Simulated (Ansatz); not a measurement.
Ansatz (a program for electronic structure) input:

Ansatz 0.2 input:
```yaml
crystal:
  lattice:
    - [2.5410218485, 0.0, 0.0]
    - [-1.2705109242, 2.2005894723, 0.0]
    - [0.0, 0.0, 4.2032968085]
  atoms:
    - { symbol: B, position: [0.6666666667, 0.3333333333, 0.9997325881] }
    - { symbol: B, position: [0.3333333333, 0.6666666667, 0.4997325881] }
    - { symbol: N, position: [0.6666666667, 0.3333333333, 0.6252674119] }
    - { symbol: N, position: [0.3333333333, 0.6666666667, 0.1252674119] }
kpoints:
  mp_grid: { grid: [9, 9, 5] }
hamiltonian:
  xc: hse06
  pseudopotentials: { kind: paw }
scf:
  n_extra_bands: 6
  occupations: { method: fixed }
output:
  eigenvalues: true
  eigenstates:
    e_range: [-9.0, 15.4]
    kpoints:
      - [0.0, 0.0, 0.0]  # VBM
      - [0.333333, 0.333333, 0.0]  # CBM
      - [0.0, 0.0, 0.0]  # GAMMA
      - [0.0, 0.0, 0.5]  # A
      - [0.3333333333, 0.3333333333, 0.0]  # K
      - [0.3333333333, 0.3333333333, 0.5]  # H
      - [0.5, 0.0, 0.0]  # M
      - [0.5, 0.0, 0.5]  # L
```

Output (shortened):

```
Pseudopotential: B, paw, valence charge 3
Pseudopotential: N, paw, valence charge 5
Functional definition: HSE06
davidson cushion auto → on  (no smearing: the cushion is to keep the highest requested band from converging to the state above it …
Crystal: 4 atoms, lattice volume = 23.504 Å³
Basis set: ecut = 420 eV, 465 PW (Γ)
Bands: 14, of which v1, the nominal top of the filled ones, is band 8 counted from 1 (7 counted from 0)
Symmetry: 12 space group operations
Space group: P63mc (ITA 186), of the structure as read, at distance tolerance 2.9e-5 Å
k-points: 36 of 405 (time reversal used)
SCF iter   1: F=—  HF=-1084.476034 eV  |F-HF|=—  |Δ(HF+E_count)|=         —  Δρ=3.08e-3  dr2=1.14e-3  ethr=1.77e-3  ⟨swp⟩=2.0  Hψ=3596  notcnv=0
preconditioner: auto → none
SCF iter   2: F=-1084.476299 eV  HF=-1084.476173 eV  |F-HF|=1.26e-4  |Δ(HF+E_count)|=   1.39e-4  Δρ=1.08e-3  dr2=1.42e-4  ethr=7.15e-6  ⟨swp⟩=3.0  Hψ=1311  notcnv=0
SCF 1 stopped early in 2 iterations: F = -1084.476299 eV  dr2 = 1.42e-4
Crystal: 4 atoms, lattice volume = 23.504 Å³
Exchange kernel: α = 0.2500, screened, ω = 0.2079 Å⁻¹, Wigner–Seitz truncation, v(0) = 1046.3272 eV·Å³, q-mesh 9×9×5, nearest image of the exchange supercell L …
Frozen-core exchange: fock
SCF iter   1: F=—  HF=-1084.835012 eV  |F-HF|=—  |Δ(HF+E_count)|=         —  Δρ=9.23e-3  dr2=1.02e-2  ethr=8.86e-6  ⟨swp⟩=6.2  Hψ=2469  notcnv=0
preconditioner: auto → none
SCF iter   2: F=—  HF=-1084.831133 eV  |F-HF|=—  |Δ(HF+E_count)|=   3.88e-3  Δρ=4.27e-3  dr2=1.72e-3  ethr=8.86e-6  ⟨swp⟩=3.0  Hψ=1619  notcnv=0
SCF iter   3: F=—  HF=-1084.834717 eV  |F-HF|=—  |Δ(HF+E_count)|=   3.58e-3  Δρ=1.57e-3  dr2=4.72e-4  ethr=8.86e-6  ⟨swp⟩=3.0  Hψ=1293  notcnv=0
iter 4 solved again at ethr=1.41e-7 eV; its pass at ethr=2.89e-6 eV (dr2=2.26e-5 eV) is discarded
SCF iter   4: F=—  HF=-1084.834565 eV  |F-HF|=—  |Δ(HF+E_count)|=   1.53e-4  Δρ=3.52e-4  dr2=3.21e-5  ethr=1.41e-7  ⟨swp⟩=2.0  Hψ=2421  notcnv=0
SCF iter   5: F=-1084.834556 eV  HF=-1084.834556 eV  |F-HF|=8.28e-8  |Δ(HF+E_count)|=   8.51e-6  Δρ=6.96e-5  dr2=4.02e-6  ethr=1.40e-7  ⟨swp⟩=2.2  Hψ=1158  notcnv=0
SCF 2 stopped early in 5 iterations: F = -1084.834556 eV  dr2 = 4.02e-6
hybrid outer 1: dexx = +4.268e-3 eV, tail = 1.83e-5 eV
Crystal: 4 atoms, lattice volume = 23.504 Å³
Exchange kernel: α = 0.2500, screened, ω = 0.2079 Å⁻¹, Wigner–Seitz truncation, v(0) = 1046.3272 eV·Å³, q-mesh 9×9×5, nearest image of the exchange supercell L …
Frozen-core exchange: fock
SCF iter   1: F=—  HF=-1084.834639 eV  |F-HF|=—  |Δ(HF+E_count)|=         —  Δρ=1.11e-4  dr2=2.46e-6  ethr=5.72e-7  ⟨swp⟩=2.3  Hψ=1168  notcnv=0
preconditioner: auto → none
iter 2 solved again at ethr=1.35e-10 eV; its pass at ethr=1.44e-8 eV (dr2=2.16e-8 eV) is discarded
SCF iter   2: F=-1084.834639 eV  HF=-1084.834639 eV  |F-HF|=3.95e-10  |Δ(HF+E_count)|=   7.24e-7  Δρ=1.44e-5  dr2=6.93e-8  ethr=1.35e-10  ⟨swp⟩=3.1  Hψ=2752  notcnv=0
SCF 3 converged in 2 iterations: F = -1084.834639 eV  dr2 = 6.93e-8
hybrid outer 2: dexx = +3.461e-7 eV, tail = 1.45e-7 eV, Δε = 2.05e-3 eV (about 2.21e-4 eV left of the loop's levels)
NSCF: frozen V_eff on 8 k-points
hybrid SCF converged: 2 outer / 7 inner (+2 warm-up), last move |dexx| = 3.46e-7 eV, tail = 1.45e-7 eV
Stability not checked (fock_operator)
Free energy (F): -1084.834639 eV
Frozen-core exchange: fock
Harris-Foulkes:  -1084.834639 eV  (|F-HF|=3.95e-10)
Internal energy: -1084.834639 eV  (E = F + TS)
E sigma→0 (E₀):  -1084.834639 eV
Fermi energy:    10.567691 eV
--- Per-component energies (eV) ---
  E_band       = 28.471177
  E_kinetic    = 371.982760
  E_local      = -349.341777  (includes V_loc(G=0)·N_el)
  E_nonlocal   = 111.143205
  E_hartree    = 98.808210
  E_xc         = -151.515726
  E_vxc        = -186.591166  (∫ρ·V_xc dr)
  E_exx        = -39.170115  (= α·E_x^exact, valence–valence)
  E_paw        = -409.592195  (= ΣΔE_a)
  E_vpaw       = -37.998194  (= ΣTr[D̂ρ^β])
  E_aug_tail   = 0.000203  (compensation charges beyond the density's cutoff)
  E_ewald      = -717.079797
  E_core_change = -0.069406  (= ΣΔE_core)
  E_smearing   =  0.000000  (= −TS)
  E_closure    =  0.000000  (closes the sum)
  Σ components = -1084.834639   (vs F -1084.834639, Δ=-2.27e-13)
  [band-id]    e_kinetic+e_local+e_nonlocal+2·e_hartree+e_vxc+2·e_exx+e_vpaw+e_augmentation_tail = 28.471221   (vs E_band 28.471177, Δ=4.35e-5)
--- Band table (eV; the first three rows and the last of 36) ---
  k-point 0: bands = ["-11.7808", "-7.3042", "-1.3494", "8.2590", "8.2590", "10.2909", "10.5677", "10.5677", "20.6829", "20.6829", "20.9423", "21.8491", "23.2203", "24.4776"]
  k-point 1: bands = ["-11.5222", "-8.1279", "-0.0555", "8.4422", "8.4422", "8.9402", "10.2978", "10.2978", "20.9832", "20.9832", "21.4264", "21.8449", "23.5944", "23.9976"]
  k-point 2: bands = ["-10.7604", "-9.5568", "2.7321", "5.9815", "8.9518", "8.9518", "9.6536", "9.6536", "21.7911", "21.7975", "21.7975", "21.8385", "22.9181", "22.9181"]
  k-point 35: bands = ["-5.9115", "-5.9115", "0.9863", "0.9863", "1.6304", "2.8232", "7.0677", "7.0677", "20.8736", "21.9101", "21.9101", "23.9349", "27.2783", "27.2783"]
```

Cost: roughly 70 core-seconds on shared cores.

The points marked VBM and CBM come from a semilocal run.

Space group P6_3mc (wurtzite). The PBEsol relaxation kept the symmetry of its start.

Potentials: the later of the program's two PAW sets.

Ansatz is a plane-wave DFT program.
